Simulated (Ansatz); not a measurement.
AgI:
```xyz
4
Lattice="4.6853 0.0000 0.0000 -2.3426 4.0576 0.0000 0.0000 0.0000 7.6621" Properties=species:S:1:pos:R:3 pbc="T T T"
I      0.0000     2.7050     0.0188
I      2.3426     1.3525     3.8498
Ag     0.0000     2.7050     4.8083
Ag     2.3426     1.3525     0.9773
```

x, y and z are the axes in which the lattice vectors are written.

Question: Give the high-frequency dielectric tensor and the Born effective charge tensors of the independent atoms from DFPT, plane-wave PAW PBE (Ansatz code).

Answer: 
ε∞:
```
5.03  0.00  0.00
0.00  5.03  0.00
0.00  0.00  5.09
```
Z* of atom 1 (I), rows: field, columns: displacement, in e:
```
-1.25   0.00   0.00
 0.00  -1.25   0.00
 0.00   0.00  -1.29
```
Z* of atom 3 (Ag), rows: field, columns: displacement, in e:
```
1.25  0.00  0.00
0.00  1.25  0.00
0.00  0.00  1.29
```

Static charges for comparison (Bader): I1 -0.29, Ag3 +0.29 e. Born charges measure polarisation by displacement and can exceed these by far.

Space group P6_3mc (wurtzite). The PBE relaxation kept the symmetry of its start; phonons on a q-mesh show no instability. No spin polarisation was allowed. Spin–orbit coupling is left out wherever it is not named.

Potentials: the later of the program's two PAW sets.
